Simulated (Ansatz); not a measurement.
TiAl:
Space group P4/mmm (No. 123); a = 2.8100 Å, b = 2.8100 Å, c = 4.0665 Å, α = 90.00°, β = 90.00°, γ = 90.00°

```
atom  site  symmetry       x       y       z
----  ----  --------  ------  ------  ------
Ti      1d     4/mmm  0.5000  0.5000  0.5000
Al      1a     4/mmm  0.0000  0.0000  0.0000
```

Relaxed with r²SCAN.

Which orbitals make up the states near the Fermi level in r²SCAN (plane waves, PAW; program Ansatz)?

Within 0.5 eV of the Fermi level: Ti 3d 81 %, Al 3p 12 %. Projections are on Löwdin-orthogonalised atomic valence shells; empty p or d shells of many metals are not among them.

Tabulate the density of states.

States/eV per cell of 2 atoms, in 0.25 eV bins, energy from the Fermi level.

```csv
E (eV),total,Ti 3d,Al 3p,Al 3s
-7.85,0.35,0.01,0.10,0.16
-7.60,0.35,0.02,0.12,0.15
-7.35,0.36,0.02,0.13,0.14
-7.10,0.36,0.03,0.14,0.14
-6.85,0.37,0.03,0.15,0.14
-6.60,0.37,0.04,0.15,0.13
-6.35,0.38,0.04,0.15,0.14
-6.10,0.39,0.05,0.16,0.14
-5.85,0.40,0.06,0.16,0.14
-5.60,0.43,0.07,0.17,0.15
-5.35,0.50,0.10,0.18,0.17
-5.10,0.57,0.13,0.19,0.20
-4.85,0.49,0.10,0.18,0.16
-4.60,0.46,0.10,0.19,0.12
-4.35,0.47,0.10,0.20,0.11
-4.10,0.51,0.11,0.23,0.10
-3.85,0.56,0.13,0.26,0.10
-3.60,0.63,0.16,0.29,0.09
-3.35,0.73,0.21,0.35,0.09
-3.10,0.79,0.21,0.41,0.08
-2.85,0.92,0.26,0.47,0.07
-2.60,0.96,0.33,0.47,0.06
-2.35,1.34,0.61,0.59,0.05
-2.10,1.39,0.64,0.61,0.05
-1.85,1.82,0.81,0.83,0.06
-1.60,2.06,1.05,0.85,0.05
-1.35,1.11,0.64,0.38,0.03
-1.10,0.86,0.51,0.28,0.03
-0.85,1.48,1.10,0.29,0.03
-0.60,1.67,1.28,0.29,0.02
-0.35,2.01,1.62,0.27,0.01
-0.10,1.78,1.44,0.22,0.01
0.15,1.43,1.15,0.16,0.01
0.40,1.25,1.01,0.12,0.01
0.65,1.11,0.89,0.09,0.01
0.90,1.26,1.05,0.10,0.01
1.15,1.55,1.29,0.13,0.01
1.40,1.90,1.58,0.15,0.01
1.65,2.10,1.75,0.16,0.02
1.90,2.29,1.91,0.20,0.02
2.15,3.32,2.91,0.23,0.02
2.40,3.02,2.64,0.20,0.03
2.65,1.94,1.62,0.16,0.04
2.90,1.22,0.95,0.13,0.04
3.15,1.07,0.79,0.13,0.04
3.40,0.99,0.72,0.14,0.04
3.65,1.15,0.73,0.22,0.09
3.90,1.37,0.79,0.35,0.12
4.15,1.64,1.00,0.31,0.22
4.40,1.63,0.77,0.27,0.44
4.65,1.28,0.50,0.31,0.31
```

The cell was relaxed with r²SCAN under the symmetry of its start; of distortions, only those at the zone centre were tested. No spin polarisation was allowed. Axis ratios of metals converge slowly with the k-mesh, so a and c are less sure than the volume.

Potentials: the earlier of the program's two PAW sets.
